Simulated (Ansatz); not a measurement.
BP (zinc blende), relaxed with r²SCAN (Ansatz, a quantum-chemistry and plane-wave program, plane waves, PAW): a = 4.536 Å, b = 4.536 Å, c = 4.536 Å, α = 90.00°, β = 90.00°, γ = 90.00°.

* **gap (eV)**: 1.41
* **ΔH_f (eV/atom)**: -0.48
* **B₀ by P(V) fit (GPa)**: 169
* **K_Hill (GPa)**: 170
* **G_Hill (GPa)**: 174
* **ε∞**: 8.74
* **ε0**: 8.83
* **highest Γ mode, no LO–TO term (cm⁻¹)**: 819
* **electron conductivity mass (mₑ)**: 0.30
* **Θ_D (K)**: 1100

Task: The same phase is relaxed and computed with PBE in the same code. What are the cell and these values now?

Result: a = b = c = 4.5483 Å, α = β = γ = 90.00°.

- gap (eV): 1.25
- ΔH_f (eV/atom): -0.43
- B₀ by P(V) fit (GPa): 162
- K_Hill (GPa): 162
- G_Hill (GPa): 162
- ε∞: 9.16
- ε0: 9.26
- highest Γ mode, no LO–TO term (cm⁻¹): 800
- electron conductivity mass (mₑ): 0.31
- Θ_D (K): 1060

All cells were relaxed under the symmetry of their starts (and spin orders); stability against distortions was not tested throughout.

Potentials: the later of the program's two PAW sets.

Ansatz is a plane-wave DFT program.

Formation energies count from the lowest solids of the elements computed at the same level, not from gases.
